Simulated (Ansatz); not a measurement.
The calculation used DFT PBE, scalar-relativistic, plane waves, PAW (Ansatz). All cells share a 420 eV cutoff and Γ-centred k meshes spaced at most about 0.3 Å⁻¹ (about 0.25 or finer for metals, 2π included). No spin polarisation in the final relaxations.

Each of these unrelaxed guesses is relaxed in cell and atoms within its symmetry. A guess keeps its type if space group and coordination stay and the shape of the cell changes little (axis ratios within about 15 %, angles within 6°); the volume may change.

1. Ca2Cu5

```
CELL_PARAMETERS angstrom
0.00000 4.02163 4.02163
4.02163 0.00000 4.02163
4.02163 4.02163 0.00000
ATOMIC_POSITIONS crystal
Ca 0.25000 0.25000 0.25000
Ca 0.75000 0.75000 0.75000
Cu 0.40325 0.40325 0.40325
Cu 0.40325 0.40325 0.79024
Cu 0.40325 0.79024 0.40325
Cu 0.79024 0.40325 0.40325
Cu 0.00000 0.00000 0.00000
```

2. MgCd2SO2

```
CELL_PARAMETERS angstrom
4.38287 0.00000 0.00000
0.00000 4.38287 0.00000
0.00000 0.00000 6.79741
ATOMIC_POSITIONS crystal
Mg 0.50000 0.50000 0.06381
Cd 0.50000 0.00000 0.11440
Cd 0.00000 0.50000 0.11440
S 0.50000 0.50000 0.80057
O 0.50000 0.00000 0.64160
O 0.00000 0.50000 0.64160
```

Q: Which keep their type?

A: Guess 1 keeps its type.

```
guess  kept  start group  end group  V start (Å³/atom)  V end  b/a and c/a, end over start  nearest neighbours start  nearest neighbours end
    1   yes        F-43m      F-43m               18.6   25.7                   1.00, 1.00          Ca 4/16, Cu 4/20        Ca 4/16, Cu 4/20
    2    no         P4mm       P4mm               21.8   19.2                   1.00, 1.08      Cd 2, Mg 1, O 2, S 1    Cd 1, Mg 1, O 3, S 4
```

Neighbours count within 15 % of an atom's shortest distance; end groups are read at 0.02 Å (0.05 Å in metals).

A magnetic state wasn't ruled out in cells without spin, among them MgCd2SO2 P4mm. Cells relaxed within their symmetry can be saddle points.

In counts of neighbours, a slash parts the counts of unlike sites.
